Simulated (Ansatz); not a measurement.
**CdH₂O₂, a database entry at a rescaled volume**

```yaml
crystal:
  lattice:
    - [-0.09162, 0.00000, 3.45253]
    - [5.74678, 0.00000, 0.00000]
    - [2.82758, 5.18620, 1.72626]
  atoms:
    - { symbol: Cd, position: [0.84746, 0.84746, 0.30508] }
    - { symbol: Cd, position: [0.15254, 0.15254, 0.69492] }
    - { symbol: H, position: [0.16253, 0.67591, 0.67609] }
    - { symbol: H, position: [0.83862, 0.35200, 0.32391] }
    - { symbol: H, position: [0.83200, 0.50000, 0.00000] }
    - { symbol: O, position: [0.48900, 0.11500, 0.00000] }
    - { symbol: O, position: [0.21540, 0.59940, 0.55920] }
    - { symbol: O, position: [0.77460, 0.15860, 0.44080] }
    - { symbol: H, position: [0.25000, 0.66600, 0.00000] }
    - { symbol: O, position: [0.94200, 0.68700, 0.00000] }
```

Level: r2SCAN, no spin polarisation; 500 eV; 6×6×6 Γ-centred mesh; fermi-dirac occupations (width 0.1 eV); Ansatz 0.2.0, fixed geometry.

Task: What does the stress say?

Result: The pressure is -5.6 GPa (compression positive), so with the atoms held at these fractions the cell would first shrink; the forces are large, so a full relaxation may end otherwise. The principal stresses -13.6, -5.8, 2.7 GPa differ, so its shape would change too.

Task: What is the formation energy?

Result: -0.87 eV an atom against the elements' usual phases (free molecules for gases, crystals otherwise, with no correction for O₂ or N₂), so it is bound against them; other compounds may still compete. Relaxing would lower it.

Task: Where is the largest force?

Result: The largest is on O10: 5.27 eV/Å, components (-4.81, 0.00, 2.17). It makes 58° with the line to a nearest neighbour, H9 at 1.07 Å.

Task: Is there a gap?

Result: Counting bands on this mesh leaves a gap of 0.30 eV, but it is narrow, so a finer mesh and a narrower smearing would have to settle it.

Origin: a database entry at a rescaled volume. Caveats: forces this large suggest misplaced atoms in the database entry; the k mesh is coarse if the cell is a metal; atoms or cell far from equilibrium; the gap is not wide against the smearing.
